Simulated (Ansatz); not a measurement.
Data:

Mg2Pt:
```yaml
crystal:
  lattice:
    - [-3.12379, 3.12379, 2.78193]
    - [3.12379, -3.12379, 2.78193]
    - [3.12379, 3.12379, -2.78193]
  atoms:
    - { symbol: Mg, position: [0.68342, 0.81658, 0.50000] }
    - { symbol: Mg, position: [0.31658, 0.18342, 0.50000] }
    - { symbol: Mg, position: [0.81658, 0.31658, 0.13316] }
    - { symbol: Mg, position: [0.18342, 0.68342, 0.86684] }
    - { symbol: Pt, position: [0.25000, 0.25000, 0.00000] }
    - { symbol: Pt, position: [0.75000, 0.75000, 0.00000] }
```

This is the LDA-relaxed structure.

Question: All from LDA in the plane-wave PAW code Ansatz, unless another level is named. Give the highest zone-centre frequency.

Answer: 316 cm⁻¹.

Question: Next, the bulk modulus (Birch–Murnaghan fit)?

Answer: 77.8 GPa.

Space group I4/mcm. The workflow started from a Materials Project entry (that database holds measured and hypothetical structures alike); the Crystallography Open Database copy checked does not list it. Whether it is the stable phase at ambient conditions was not checked. Symmetry was held in the LDA relaxation; whether a distortion lowers the energy is not shown. No spin polarisation was allowed. As this level gives no gap, phonon frequencies hold no LO–TO term and depend on the k-mesh and smearing (Fermi–Dirac, 0.1 eV here). Spin–orbit coupling is left out wherever it is not named.

Potentials: the later of the program's two PAW sets.
